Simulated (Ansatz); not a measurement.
# From the elastic tensor of ZnPt at 6 GPa (stress–strain coefficients) to moduli and sound speeds

Computed with DFT LDA, scalar-relativistic, plane waves, PAW (Ansatz 0.2.0). Settings: 420 eV plane-wave cutoff, Γ-centred 16×16×12 mesh, Fermi-Dirac smearing of 0.15 eV. No spin polarisation.

Symmetry: P4/mmm, No. 123, tetragonal system. Conventional cell: a = 2.790 Å, b = 2.790 Å, c = 3.405 Å, α = 90.00°, β = 90.00°, γ = 90.00°. Around Zn (site symmetry 4/mmm) lie 8 Pt at 2.61 Å and 4 Zn at 2.79 Å. Around Pt (site symmetry 4/mmm) lie 8 Zn at 2.61 Å and 4 Pt at 2.79 Å.

In a metal, frequencies and elastic constants depend on the k mesh and the smearing, soft modes and shear constants most. Spin–orbit coupling is left out, which can shift energies with elements as heavy as these. Other phases may be more stable at this pressure.

Relaxed-ion constants (GPa, on the Cartesian axes of the calculation):
```
407.6 144.8 217.3   0.0   0.0   0.0
144.8 407.6 217.3   0.0   0.0   0.0
217.3 217.3 291.6   0.0   0.0   0.0
  0.0   0.0   0.0 106.7   0.0   0.0
  0.0   0.0   0.0   0.0 106.7   0.0
  0.0   0.0   0.0   0.0   0.0  72.8
```

Density 16.318 g/cm³; 2 atoms in 26.51 Å³.

The values that follow are for a polycrystal of randomly turned grains, by Hill's mean where one number stands.

With S = C⁻¹: B_V = (C11+C22+C33+2(C12+C13+C23))/9, G_V = (C11+C22+C33−C12−C13−C23+3(C44+C55+C66))/15, 1/B_R = S11+S22+S33+2(S12+S13+S23), 15/G_R = 4(S11+S22+S33−S12−S13−S23)+3(S44+S55+S66); Hill is their mean. Then v_l = √((B+4G/3)/ρ), v_t = √(G/ρ), v_m = [(2/v_t³+1/v_l³)/3]^(−1/3) and Θ = (ħ/k_B)·v_m·(6π²n/V)^(1/3) for n atoms in the volume V; E = 9BG/(3B+G), ν = (3B−2G)/(2(3B+G)) and A^U = 5G_V/G_R + B_V/B_R − 6.

| Property | Result |
| --- | --- |
| Bulk modulus, Voigt / Reuss / Hill | 251.8 / 250.2 / 251.0 GPa |
| Shear modulus, Voigt / Reuss / Hill | 92.4 / 79.7 / 86.0 GPa |
| Young's modulus | 232 GPa |
| Poisson ratio | 0.346 |
| Pugh ratio B/G | 2.92 |
| Universal anisotropy index | 0.81 |
| Longitudinal and transverse sound speeds | 4734 and 2296 m/s |
| Debye temperature from the mean sound speed | 325 K |

Cost: 1 run of about 3.9 core-minutes, on Arm Neoverse V1 (shared hosts).